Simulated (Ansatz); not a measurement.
Data sheet: Ge (DFT)

Ge:
```
CELL_PARAMETERS angstrom
      0.00000     6.45812     6.45812
      6.45812     0.00000     6.45812
      6.45812     6.45812     0.00000
ATOMIC_POSITIONS crystal
  Ge 0.57160 0.28521 0.57160
  Ge 0.96479 0.67840 0.67840
  Ge 0.57160 0.57160 0.28521
  Ge 0.67840 0.96479 0.67840
  Ge 0.57160 0.57160 0.57160
  Ge 0.67840 0.67840 0.67840
  Ge 0.28521 0.57160 0.57160
  Ge 0.67840 0.67840 0.96479
```

Space group Fd-3m (No. 227); conventional cell a = b = c = 12.916 Å, α = β = γ = 90.00°.

Method: PBE in the plane-wave PAW code Ansatz. Geometry: relaxed at this level of theory. Other levels are named where they apply.

Cell and energy:

```json
{
  "volume_per_atom": "67.34 Å³",
  "density": "1.79 g/cm³"
}
```

Electronic structure:

```json
{
 "electronic_character": "metallic (no gap)",
 "Density of states at the Fermi level": "0.46 states/eV per atom (mean over ±0.08 eV)",
 "Gap with spin–orbit coupling": "none (metallic)"
}
```

Mechanics:

```json
{
 "Bulk modulus (Birch–Murnaghan fit)": "12.5 GPa",
 "Pressure derivative B′": "3.8"
}
```

The start of the workflow was typed in or built on a structure type. Its sites differ from those of the usual phase in this space group: another stacking or structure type. Symmetry was held in the PBE relaxation; its stability against distortions is not shown here. The volume moved by 55 % from the start of the relaxation. Scalar-relativistic: spin–orbit coupling is off unless named, which matters more the heavier the elements.

Potentials: the later of the program's two PAW sets.
